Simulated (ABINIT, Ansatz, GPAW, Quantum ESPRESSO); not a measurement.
One calculation of LiBe, 4 ways

```
Be Li
1.0
     2.81115    0.00000    0.00000
     0.00000    2.81115    0.00000
     0.00000    0.00000    2.81115
Be Li
1 1
Cartesian
  1.3597 1.4333 1.4815
  -0.0025 0.0047 -0.0703
```

The cell comes from a database or a generator and needn't be the stable form of this composition.

Atoms were shifted at random by some hundredths of an Å from the given cell, which wasn't relaxed again for these runs.

Alike in all runs: task single point; functional PBE; k mesh 9 × 9 × 9; occupations fermi-dirac, width 0.05 eV; no spin polarisation; no spin-orbit coupling. Pressure is positive in compression and, in plane waves, holds the error of the finite cutoff, which Ansatz's Pulay term estimates and takes out.

```csv
program and potentials,plane-wave cutoff (eV),notes,pressure (GPa),largest force (eV/Å),energy over the undisturbed cell (meV/atom)
"Ansatz, Ansatz PAW",420,2.5 valence electrons an atom on average,0.92,0.676,26.14
"GPAW, GPAW PAW data sets (gpaw-data 1.2.1)",800,1.5 valence electrons an atom on average,1.70,0.688,26.60
"Quantum ESPRESSO, SSSP 1.3 efficiency PBE",748,3.5 valence electrons an atom on average,?,?,?
"ABINIT, JTH PAW PBE v2.0",517,3.5 valence electrons an atom on average,0.49,0.677,26.35
```

Task: Estimate from the other rows what the run with Quantum ESPRESSO, SSSP 1.3 efficiency PBE gave.

Result: Pressure 1.03 GPa; largest force 0.679 eV/Å; energy over the undisturbed cell 26.25 meV/atom. The other rows, which needn't bracket it: pressure 0.49 to 1.70; largest force 0.676 to 0.688; energy over the undisturbed cell 26.14 to 26.60.
